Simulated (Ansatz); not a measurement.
CsZn4P3 in space group P4/mmm (No. 123; Cs on 1b, Zn on 4i, P on 2h, P on 1a), r²SCAN (plane waves, PAW; program Ansatz). The conduction-band minimum lies at Γ, with 1 equivalent valley. Second derivatives d²E/dk² of the lowest band at one valley (eV·Å²), along Cartesian directions:

```
direction  d²E/dk²
---------  -------
[100]        47.49
[010]        47.49
[001]        1.185
[110]        47.51
[101]        24.35
[011]        24.35
```

Question: Find the principal effective masses, the density-of-states mass and the conductivity mass.

Answer: Off-diagonal terms follow from H_xy = H[110] − (H_xx + H_yy)/2, and m*/mₑ = 7.620 eV·Å² over each eigenvalue: 0.16, 0.16, 6.4. One valley's DOS mass (m₁m₂m₃)^(1/3) = 0.55, conductivity mass 3/(Σ 1/mᵢ) = 0.24 mₑ.

Question: What effective density of states Nc follows at 300 K for parabolic valleys?

Answer: Nc = 2.509e19 × 1 × (0.55)^(3/2) ≈ 1.0e19 cm⁻³.

The first step of the workflow began from a Materials Project structure, measured or hypothetical; the Crystallography Open Database files this formula in space group No. 123, but the cells were not matched. Whether it is the stable phase at ambient conditions was not checked. The cell was relaxed with r²SCAN under the symmetry of its start; whether a distortion lowers the energy is not shown. Spin–orbit coupling is left out wherever it is not named.

Potentials: the later of the program's two PAW sets.

Edges and masses are those of Kohn–Sham bands, whose gap is no quasiparticle gap.
